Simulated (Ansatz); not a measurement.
MgO (rock salt)

```
MgO
1.0
    0.00000     2.12687     2.12687
    2.12687     0.00000     2.12687
    2.12687     2.12687     0.00000
O Mg
1 1
Direct
  0.00000   0.00000   0.00000
  0.50000   0.50000   0.50000
```

These are PBE (plane waves to 420 eV, PAW, scalar-relativistic; Ansatz, a quantum-chemistry and plane-wave program) values and carry that method's errors. Harmonic phonons by density-functional perturbation theory on a 10×10×10 k mesh, in cm⁻¹; i marks imaginary ones, q is in fractions of the reciprocal vectors of the cell shown, and the three acoustic modes at Γ are left out. The non-analytic (LO-TO) term is not included, so polar modes at Γ have their transverse values. MgO was relaxed with its symmetry unable to fall.

**Question.** Is the structure dynamically stable at Γ, L = (0.5, 0.0, 0.0), X = (0.5, 0.5, 0.0)?

**Answer.** No imaginary mode at these points (lowest 258 cm⁻¹ at L = (0.5, 0.0, 0.0)); other wave vectors were not tested.

**Question.** List the wavenumbers at Γ, L = (0.5, 0.0, 0.0), X = (0.5, 0.5, 0.0), with degeneracies.

**Answer.** 
| q | wavenumbers (cm⁻¹) |
|---|---|
| Γ | 365 (×3) |
| L = (0.5, 0.0, 0.0) | 258 (×2), 338 (×2), 527, 548 |
| X = (0.5, 0.5, 0.0) | 280 (×2), 400, 418 (×2), 526 |
